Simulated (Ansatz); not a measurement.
# Quasiparticle levels of SrTiO$_{3}$ (Pm-3m)

Level of theory: G0W0@PBE, plasmon-pole screening, hard PAW set made for 700 eV in Ansatz 0.2.0-dev.

Input:

```yaml
crystal:
  lattice:
    - [3.905, 0.0, 0.0]
    - [0.0, 3.905, 0.0]
    - [0.0, 0.0, 3.905]
  atoms:
    - { symbol: Sr, position: [0, 0, 0] }
    - { symbol: Ti, position: [0.5, 0.5, 0.5] }
    - { symbol: O, position: [0.5, 0.5, 0] }
    - { symbol: O, position: [0.5, 0, 0.5] }
    - { symbol: O, position: [0, 0.5, 0.5] }
kpoints:
  mp_grid: { grid: [4, 4, 4], shift: [0, 0, 0] }
hamiltonian:
  xc: pbe
  pseudopotentials:
    kind: paw
    azcp:
      Sr: "pseudopotentials/Sr.paw.azcp"
      Ti: "pseudopotentials/Ti.paw.azcp"
      O: "pseudopotentials/O.paw.azcp"
scf:
  occupations: { method: fixed }
  convergence: { dr2_threshold: "1e-9 eV" }
  lower_state_search: "off"
output:
  forces: false
  stress: false
gw:
  n_empty_bands: 580
  ecut_chi: 180.0
  qp_bands: [v1, c1]
  qp_kpoints: [[0, 0, 0], [0.5, 0.5, 0.5]]
  ecutfock_ratio: 2
basis:
  ecutwfc: 700
```

The input is rewritten from the run's settings (development build, wave cutoff 700 eV).

Linearised quasiparticle energies, zero at the top filled Kohn-Sham level among these points. VB is the top filled band, CB the lowest empty one.

```tsv
k	band	ε_KS (eV)	Σx − Vxc (eV)	Σc (eV)	Z	ε_QP (eV)
Γ	VB	-0.35	-4.82	4.21	0.77	-0.81
Γ	CB	1.86	7.67	-6.30	0.78	2.93
R	VB	0.00	-5.01	4.40	0.76	-0.46
R	CB	4.47	9.29	-7.48	0.72	5.77
```

The gap (from R to Γ) opens from 1.86 eV to 3.39 eV.

Electronic (ion-clamped) dielectric constant on this mesh, from the head of the inverse dielectric matrix: 6.5.

Spin-orbit coupling is left out. The mesh is coarse, so these are values at the stated settings, not converged ones. Band sums or response are cut, so the gap isn't at its basis limit. The gap is read among the points solved; the crystal's band edges can lie elsewhere. Meshes this coarse can overestimate the dielectric constant by a tenth and more.
